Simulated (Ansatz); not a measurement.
Lu:
```cif
data_Lu2
_chemical_formula_sum 'Lu2'
_space_group_name_H-M_alt 'P63/mmc'
_space_group_IT_number 194
_space_group_name_Hall '-P 6c 2c'
_cell_length_a 3.45600
_cell_length_b 3.45600
_cell_length_c 5.37785
_cell_angle_alpha 90.000
_cell_angle_beta 90.000
_cell_angle_gamma 120.000
loop_
_atom_site_label
_atom_site_type_symbol
_atom_site_symmetry_multiplicity
_atom_site_Wyckoff_symbol
_atom_site_fract_x
_atom_site_fract_y
_atom_site_fract_z
_atom_site_occupancy
Lu1 Lu 2 d 0.66667 0.33333 0.25000 1
```

Relaxed at zero pressure with the program Ansatz at the PBE+D3(BJ) level (PAW).

Question: The volume is raised by 6 % and shape and atoms relax at that volume. What pressure results, and how do the axes share the change?

Answer: -2.6 GPa; a 1.9 %, b 1.9 %, c 2.1 %; the energy rises by 14 meV/atom.

Question: Give the new structure.

Answer: 
Space group P6₃/mmc (No. 194); a = b = 3.5222 Å, c = 5.4883 Å, α = β = 90.00°, γ = 120.00°

```csv
atom,site,symmetry,x,y,z
Lu,2d,-6m2,0.6667,0.3333,0.2500
```

The phase is kept; no other phase was compared at this pressure.

Space group P6_3/mmc (hcp (Mg type)). The cell was relaxed with PBE+D3(BJ) under the symmetry of its start. The pairwise dispersion correction was not fitted to metals. Axis ratios of metals converge slowly with the k-mesh, so a and c are less sure than the volume. Spin–orbit coupling is left out wherever it is not named.

Potentials: the later of the program's two PAW sets.
